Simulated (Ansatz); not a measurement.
YN in space group P-6m2 (No. 187; Y on 1a, N on 1f), r²SCAN (plane waves, PAW; program Ansatz). The conduction-band minimum lies at Γ, with 1 equivalent valley. Second derivatives d²E/dk² of the lowest band at one valley (eV·Å²), along Cartesian directions:

| direction | d²E/dk² |
|---|---|
| [100] | 7.166 |
| [010] | 7.166 |
| [001] | 236.8 |
| [110] | 7.166 |
| [101] | 122.3 |
| [011] | 122.3 |

Problem. Find the principal effective masses, the density-of-states mass and the conductivity mass.

Solution. Off-diagonal terms follow from H_xy = H[110] − (H_xx + H_yy)/2, and m*/mₑ = 7.620 eV·Å² over each eigenvalue: 0.032, 1.1, 1.1. One valley's DOS mass (m₁m₂m₃)^(1/3) = 0.33, conductivity mass 3/(Σ 1/mᵢ) = 0.091 mₑ.

Problem. What effective density of states Nc follows at 300 K for parabolic valleys?

Solution. Nc = 2.509e19 × 1 × (0.33)^(3/2) ≈ 4.8e18 cm⁻³.

The cell is a constructed one: a structure type filled with these elements; the Crystallography Open Database copy checked does not list it. COD files the formula under space group No. 225, so this cell is another polymorph or a model. Its standing as an ambient phase is unchecked. The cell was relaxed with r²SCAN under the symmetry of its start; its stability against distortions is not shown here. The run is not spin-polarised. Scalar-relativistic: spin–orbit coupling is off unless named, which matters more the heavier the elements.

Potentials: the later of the program's two PAW sets.

Edges and masses are those of Kohn–Sham bands, whose gap is no quasiparticle gap.
